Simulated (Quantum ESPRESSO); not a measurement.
## Li3Ta3SnMo (one run as intended and one with a planted mistake)

Computed values, not a measurement. The program is pw.x of Quantum ESPRESSO 7.5 (plane-wave density functional theory). The cell is made up: eight metal atoms on a face-centred cubic lattice, with elements, volume, strain and displacements drawn at random and not relaxed, so it may be unstable or far from any real phase. PseudoDojo standard norm-conserving files set the functional (PBE unless stated); there is no spin polarisation or spin-orbit coupling, the Fermi-Dirac width of 0.25 eV means electrons at about 2900 K, and the masses in the input are unused placeholders. The tin pseudopotential is less sure than most, with forces differing by about three percent from a second method on plain tin. Heavy elements are run without spin-orbit coupling, which real alloys of them have. A spin test at this wide smearing found no moment, but such smearing suppresses magnetism that the real alloy may have.

Intended input:

```
&control calculation='scf', pseudo_dir='./dojo.nc.sr.pbe.v0_5.standard.upf', outdir='./o', disk_io='medium', tprnfor=.true., tstress=.true. /
&system ibrav=0, nat=8, ntyp=4, nbnd=51, ecutwfc=79.96652505, nosym=.true., tot_charge=0,
 occupations='smearing', smearing='fd', degauss=0.0183746611
/
&electrons conv_thr=1.470e-08, electron_maxstep=70, mixing_beta=0.5 /
ATOMIC_SPECIES
Li 1.0 Li.upf
Mo 1.0 Mo.upf
Sn 1.0 Sn.upf
Ta 1.0 Ta.upf
CELL_PARAMETERS angstrom
-2.1164 -4.2327 -2.1164
-4.2327 2.1164 2.1164
0.0 4.2327 -4.2327
ATOMIC_POSITIONS angstrom
Li -0.0802 -0.0975 0.0236
Ta 0.0453 2.1468 -2.2014
Li -2.3017 2.0961 -0.1034
Sn -1.9896 4.2317 -2.1025
Ta -2.0746 0.1173 -2.1768
Mo -2.0599 2.1105 -4.2502
Li -4.2324 0.1114 -0.051
Ta -4.2803 2.1761 -2.1419
K_POINTS automatic
5 5 4 1 1 1
```

The log is shortened where brackets say so; the opening notice, blank lines, dates and the lines on written files are dropped, and the path of the files is cut. It prints rydbergs, bohrs and kilobars, and counts compression as positive stress. Its total energy is the free energy E - TS of the whole cell.

Log of the intended run:

```
     Program PWSCF v.7.5
     Parallel version (MPI & OpenMP), running on       1 processor cores
     Number of MPI processes:                 1
     Threads/MPI process:                     1
     [start-up lines left out]
     bravais-lattice index     =            0
     lattice parameter (alat)  =       9.7964  a.u.
     unit-cell volume          =    1023.4974 (a.u.)^3
     number of atoms/cell      =            8
     number of atomic types    =            4
     number of electrons       =        76.00
     number of Kohn-Sham states=           51
     kinetic-energy cutoff     =      79.9665  Ry
     charge density cutoff     =     319.8661  Ry
     scf convergence threshold =      1.5E-08
     mixing beta               =       0.5000
     number of iterations used =            8  plain     mixing
     Exchange-correlation= PBE
                           (   1   4   3   4   0   0   0)
     [axes and pseudopotential details left out]
   Cartesian axes
     site n.     atom                  positions (alat units)
         1        Li     tau(   1) = (  -0.0154706  -0.0188078   0.0045525  )
         2        Ta     tau(   2) = (   0.0087384   0.4141189  -0.4246513  )
         3        Li     tau(   3) = (  -0.4439992   0.4043388  -0.0199459  )
         4        Sn     tau(   4) = (  -0.3837949   0.8162973  -0.4055734  )
         5        Ta     tau(   5) = (  -0.4001915   0.0226272  -0.4199059  )
         6        Mo     tau(   6) = (  -0.3973558   0.4071166  -0.8198659  )
         7        Li     tau(   7) = (  -0.8164323   0.0214891  -0.0098379  )
         8        Ta     tau(   8) = (  -0.8256722   0.4197709  -0.4131737  )
     number of k points=    50  Fermi-Dirac smearing, width (Ry)=  0.0184
                       cart. coord. in units 2pi/alat
        k(    1) = (  -0.1722302   0.0267936  -0.1263008), wk =   0.0400000
        k(    2) = (  -0.2105031   0.1416159  -0.3176671), wk =   0.0400000
     [further k points left out]
     Dense  grid:    98841 G-vectors     FFT dimensions: (  60,  60,  72)
     Estimated max dynamical RAM per process >     159.83 MB
     Initial potential from superposition of free atoms
     starting charge      75.9806, renormalised to      76.0000
     Starting wfcs are   55 randomized atomic wfcs
     total cpu time spent up to now is       20.2 secs
     per-process dynamical memory:   118.1 Mb
     Self-consistent Calculation
     iteration #  1     ecut=    79.97 Ry     beta= 0.50
     Davidson diagonalization with overlap
     ethr =  1.00E-02,  avg # of iterations =  4.2
     total cpu time spent up to now is       74.1 secs
     total energy              =    -731.18830739 Ry
     estimated scf accuracy    <       1.19308583 Ry
     iteration #  2     ecut=    79.97 Ry     beta= 0.50
     Davidson diagonalization with overlap
     ethr =  1.57E-03,  avg # of iterations =  3.3
     total cpu time spent up to now is      135.7 secs
     total energy              =    -730.84800072 Ry
     estimated scf accuracy    <      14.22458711 Ry
     [iterations 3 to 11 left out]
     iteration # 12     ecut=    79.97 Ry     beta= 0.50
     Davidson diagonalization with overlap
     ethr =  6.52E-10,  avg # of iterations =  2.5
     total cpu time spent up to now is      656.4 secs
     total energy              =    -731.83123466 Ry
     estimated scf accuracy    <       0.00000002 Ry
     iteration # 13     ecut=    79.97 Ry     beta= 0.50
     Davidson diagonalization with overlap
     ethr =  2.36E-11,  avg # of iterations =  4.6
     total cpu time spent up to now is      710.5 secs
     End of self-consistent calculation
     [lines on levels left out]
!    total energy              =    -731.83123467 Ry
     estimated scf accuracy    <          2.6E-09 Ry
     smearing contrib. (-TS)   =      -0.10893614 Ry
     internal energy E=F+TS    =    -731.72229853 Ry
     The total energy is F=E-TS. E is the sum of the following terms:
     one-electron contribution =    -274.94744567 Ry
     hartree contribution      =     158.55655811 Ry
     xc contribution           =    -163.16490694 Ry
     ewald contribution        =    -452.16650402 Ry
     convergence has been achieved in  13 iterations
     Forces acting on atoms (cartesian axes, Ry/au):
     atom    1 type  1   force =     0.00733327    0.01604015   -0.01147278
     atom    2 type  4   force =    -0.02987701    0.01076176    0.00339926
     atom    3 type  1   force =     0.02259433    0.00044088    0.02033771
     atom    4 type  3   force =    -0.02924293   -0.00107123   -0.02324517
     atom    5 type  4   force =     0.01956713   -0.02428389   -0.01650203
     atom    6 type  2   force =     0.00738721   -0.01214274    0.03418754
     atom    7 type  1   force =     0.00227959   -0.00726640    0.00806833
     atom    8 type  4   force =    -0.00004159    0.01752147   -0.01477287
     Total force =     0.083951     Total SCF correction =     0.000172
     Computing stress (Cartesian axis) and pressure
          total   stress  (Ry/bohr**3)                   (kbar)     P=      -65.18
  -0.00036897  -0.00003519   0.00008020          -54.28       -5.18       11.80
  -0.00003519  -0.00049526  -0.00002575           -5.18      -72.85       -3.79
   0.00008020  -0.00002575  -0.00046498           11.80       -3.79      -68.40
     init_run     :     18.59s CPU     20.05s WALL (       1 calls)
     electrons    :    663.38s CPU    690.31s WALL (       1 calls)
     forces       :      8.51s CPU      8.58s WALL (       1 calls)
     stress       :     31.82s CPU     32.03s WALL (       1 calls)
     [timing details left out]
     PWSCF        :  12m 2.57s CPU  12m31.46s WALL
     JOB DONE.
```

A second run has one planted mistake: two atoms have their elements exchanged. The input lines that differ:

```
- Sn -1.9896 4.2317 -2.1025
- Ta -2.0746 0.1173 -2.1768
+ Ta -1.9896 4.2317 -2.1025
+ Sn -2.0746 0.1173 -2.1768
```

Its log:

```
     Program PWSCF v.7.5
     Parallel version (MPI & OpenMP), running on       1 processor cores
     Number of MPI processes:                 1
     Threads/MPI process:                     1
     [start-up lines left out]
     bravais-lattice index     =            0
     lattice parameter (alat)  =       9.7964  a.u.
     unit-cell volume          =    1023.4974 (a.u.)^3
     number of atoms/cell      =            8
     number of atomic types    =            4
     number of electrons       =        76.00
     number of Kohn-Sham states=           51
     kinetic-energy cutoff     =      79.9665  Ry
     charge density cutoff     =     319.8661  Ry
     scf convergence threshold =      1.5E-08
     mixing beta               =       0.5000
     number of iterations used =            8  plain     mixing
     Exchange-correlation= PBE
                           (   1   4   3   4   0   0   0)
     [axes and pseudopotential details left out]
   Cartesian axes
     site n.     atom                  positions (alat units)
         1        Li     tau(   1) = (  -0.0154706  -0.0188078   0.0045525  )
         2        Ta     tau(   2) = (   0.0087384   0.4141189  -0.4246513  )
         3        Li     tau(   3) = (  -0.4439992   0.4043388  -0.0199459  )
         4        Ta     tau(   4) = (  -0.3837949   0.8162973  -0.4055734  )
         5        Sn     tau(   5) = (  -0.4001915   0.0226272  -0.4199059  )
         6        Mo     tau(   6) = (  -0.3973558   0.4071166  -0.8198659  )
         7        Li     tau(   7) = (  -0.8164323   0.0214891  -0.0098379  )
         8        Ta     tau(   8) = (  -0.8256722   0.4197709  -0.4131737  )
     number of k points=    50  Fermi-Dirac smearing, width (Ry)=  0.0184
                       cart. coord. in units 2pi/alat
        k(    1) = (  -0.1722302   0.0267936  -0.1263008), wk =   0.0400000
        k(    2) = (  -0.2105031   0.1416159  -0.3176671), wk =   0.0400000
     [further k points left out]
     Dense  grid:    98841 G-vectors     FFT dimensions: (  60,  60,  72)
     Estimated max dynamical RAM per process >     159.83 MB
     Initial potential from superposition of free atoms
     starting charge      75.9806, renormalised to      76.0000
     Starting wfcs are   55 randomized atomic wfcs
     total cpu time spent up to now is       18.3 secs
     per-process dynamical memory:   118.1 Mb
     Self-consistent Calculation
     iteration #  1     ecut=    79.97 Ry     beta= 0.50
     Davidson diagonalization with overlap
     ethr =  1.00E-02,  avg # of iterations =  4.4
     total cpu time spent up to now is       63.2 secs
     total energy              =    -731.24086210 Ry
     estimated scf accuracy    <       1.12814133 Ry
     iteration #  2     ecut=    79.97 Ry     beta= 0.50
     Davidson diagonalization with overlap
     ethr =  1.48E-03,  avg # of iterations =  3.1
     total cpu time spent up to now is      115.3 secs
     total energy              =    -730.87980273 Ry
     estimated scf accuracy    <      13.38114539 Ry
     [iterations 3 to 11 left out]
     iteration # 12     ecut=    79.97 Ry     beta= 0.50
     Davidson diagonalization with overlap
     ethr =  4.30E-10,  avg # of iterations =  4.2
     total cpu time spent up to now is      646.0 secs
     total energy              =    -731.83744076 Ry
     estimated scf accuracy    <       0.00000010 Ry
     iteration # 13     ecut=    79.97 Ry     beta= 0.50
     Davidson diagonalization with overlap
     ethr =  1.34E-10,  avg # of iterations =  2.0
     total cpu time spent up to now is      687.9 secs
     End of self-consistent calculation
     [lines on levels left out]
!    total energy              =    -731.83744077 Ry
     estimated scf accuracy    <       0.00000001 Ry
     smearing contrib. (-TS)   =      -0.10614341 Ry
     internal energy E=F+TS    =    -731.73129736 Ry
     The total energy is F=E-TS. E is the sum of the following terms:
     one-electron contribution =    -274.76496752 Ry
     hartree contribution      =     158.53410952 Ry
     xc contribution           =    -163.17042795 Ry
     ewald contribution        =    -452.33001141 Ry
     convergence has been achieved in  13 iterations
     Forces acting on atoms (cartesian axes, Ry/au):
     atom    1 type  1   force =     0.00924824    0.01163518   -0.01367390
     atom    2 type  4   force =    -0.01434481    0.02605130   -0.02951691
     atom    3 type  1   force =     0.02748827   -0.00004937    0.01565953
     atom    4 type  4   force =    -0.01343867   -0.00596433   -0.00575252
     atom    5 type  3   force =    -0.00948714   -0.04280390    0.04081212
     atom    6 type  2   force =    -0.01093693   -0.00788582    0.03423150
     atom    7 type  1   force =     0.00253279   -0.01188152    0.00319615
     atom    8 type  4   force =     0.00893826    0.03089845   -0.04495598
     Total force =     0.107557     Total SCF correction =     0.000242
     Computing stress (Cartesian axis) and pressure
          total   stress  (Ry/bohr**3)                   (kbar)     P=      -65.40
  -0.00048686  -0.00002332   0.00008507          -71.62       -3.43       12.51
  -0.00002332  -0.00050996  -0.00023657           -3.43      -75.02      -34.80
   0.00008507  -0.00023657  -0.00033688           12.51      -34.80      -49.56
     init_run     :     17.52s CPU     18.11s WALL (       1 calls)
     electrons    :    637.90s CPU    669.54s WALL (       1 calls)
     forces       :     10.31s CPU     10.41s WALL (       1 calls)
     stress       :     38.14s CPU     38.40s WALL (       1 calls)
     [timing details left out]
     PWSCF        :  11m44.28s CPU  12m17.76s WALL
     JOB DONE.
```

|  | intended run | run with the mistake |
| --- | --- | --- |
| free energy (eV) | -9957.071 | -9957.156 |
| entropy term -TS, part of it (eV) | -1.482 | -1.444 |
| pressure (GPa) | -6.52 | -6.54 |
| size of the largest force component (eV/Å) | 0.879 | 1.156 |
| largest change of a force component (eV/Å) |  | 1.474 |
| iterations | 13 | 13 |

For scale, a rerun of the intended cell at a higher cutoff and on a denser mesh moved values by no more than 0.005 eV in energy, 0.05 GPa in stress and 0.007 eV/Å in force, and a second program with other atomic files agreed on that cell to 2 % rms in force and 0.5 GPa in pressure.